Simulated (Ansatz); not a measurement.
SiNi$_{2}$:
```yaml
crystal:
  lattice:
    - [4.92163, 0.00000, 0.00000]
    - [0.00000, 3.69594, 0.00000]
    - [0.00000, 0.00000, 7.00403]
  atoms:
    - { symbol: Si, position: [0.29153, 0.25000, 0.61345] }
    - { symbol: Si, position: [0.70847, 0.75000, 0.38655] }
    - { symbol: Si, position: [0.20847, 0.75000, 0.11345] }
    - { symbol: Si, position: [0.79153, 0.25000, 0.88655] }
    - { symbol: Ni, position: [0.45768, 0.25000, 0.29272] }
    - { symbol: Ni, position: [0.54232, 0.75000, 0.70728] }
    - { symbol: Ni, position: [0.04232, 0.75000, 0.79272] }
    - { symbol: Ni, position: [0.95768, 0.25000, 0.20728] }
    - { symbol: Ni, position: [0.32882, 0.25000, 0.93978] }
    - { symbol: Ni, position: [0.67118, 0.75000, 0.06022] }
    - { symbol: Ni, position: [0.17118, 0.75000, 0.43978] }
    - { symbol: Ni, position: [0.82882, 0.25000, 0.56022] }
```

Relaxed with PBEsol. Special points in fractions of this cell's reciprocal vectors: Γ (0.000, 0.000, 0.000); X (0.500, 0.000, 0.000); S (0.500, 0.500, 0.000); Y (0.000, 0.500, 0.000); Z (0.000, 0.000, 0.500); U (0.500, 0.000, 0.500); R (0.500, 0.500, 0.500); T (0.000, 0.500, 0.500).

**Question.** List the band energies nearest the Fermi level at these points for the program Ansatz at the PBEsol level (PAW).

**Answer.** In eV from the Fermi level; about four levels below and three above (degenerate sets whole), none deeper than 8.9 eV; points with the same levels are listed once.

```csv
k,below,above
Γ,-0.98 -0.95 -0.61 -0.14,0.74 0.95 1.75
X,-1.10 -1.10 -0.96 -0.96,1.24 1.24 2.04 2.04
S,-0.77 -0.77 -0.77 -0.77,0.02 0.02 0.02 0.02
Y,-0.96 -0.96 -0.94 -0.94,0.77 0.77 1.36 1.36
Z,-1.07 -1.07 -0.36 -0.36,0.21 0.21 1.40 1.40
U,-0.97 -0.97 -0.55 -0.55,0.27 0.27 1.89 1.89
R,-0.72 -0.72 -0.72 -0.72,0.50 0.50 0.50 0.50
T,-0.42 -0.42 -0.35 -0.35,1.28 1.28 2.06 2.06
```

Space group Pnma. Symmetry was held in the PBEsol relaxation; of distortions, only those at the zone centre were tested. No spin polarisation was allowed.

Potentials: the later of the program's two PAW sets.
